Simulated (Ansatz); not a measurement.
TaW$_{3}$:
```
TaW3
1.0
    4.04225     0.00000     0.00000
    0.00000     4.04225     0.00000
    0.00000     0.00000     4.04225
W Ta
3 1
Direct
  0.00000   0.50000   0.50000
  0.50000   0.50000   0.00000
  0.50000   0.00000   0.50000
  0.00000   0.00000   0.00000
```

Relaxed with PBEsol. Special points in fractions of this cell's reciprocal vectors: Γ (0.000, 0.000, 0.000); X (0.000, 0.500, 0.000); M (0.500, 0.500, 0.000); R (0.500, 0.500, 0.500).

Problem. List the band energies nearest the Fermi level at these points for PBEsol (plane waves, PAW; program Ansatz).

Solution. In eV from the Fermi level; about four levels below and three above (degenerate sets whole), none deeper than 8.9 eV; points with the same levels are listed once.

| k | below | above |
|---|---|---|
| Γ | -4.41 -4.41 -4.41 -0.38 -0.38 -0.38 | 2.77 2.77 3.18 3.18 3.18 |
| X | -1.96 -1.96 -1.78 -1.78 -0.16 | 0.14 1.17 1.54 1.54 |
| M | -1.83 -1.83 -1.71 -1.41 | 0.78 0.81 0.81 |
| R | -0.60 -0.60 -0.60 -0.30 -0.30 | 0.58 0.82 0.82 0.82 |

Space group Pm-3m (Cu3Au type). A made-up cell: these elements were put on the sites of a structure type; neither database checked (COD, Materials Project) lists it. Whether it is the stable phase at ambient conditions was not checked. The PBEsol relaxation kept the symmetry of its start. At this level the phase is mechanically unstable. The run is not spin-polarised. Scalar-relativistic: spin–orbit coupling is off unless named, which matters more the heavier the elements.

Potentials: the earlier of the program's two PAW sets. The files were generated under PBE; for other functionals the program regenerates the frozen cores, and for LDA and PBEsol the local potential too.
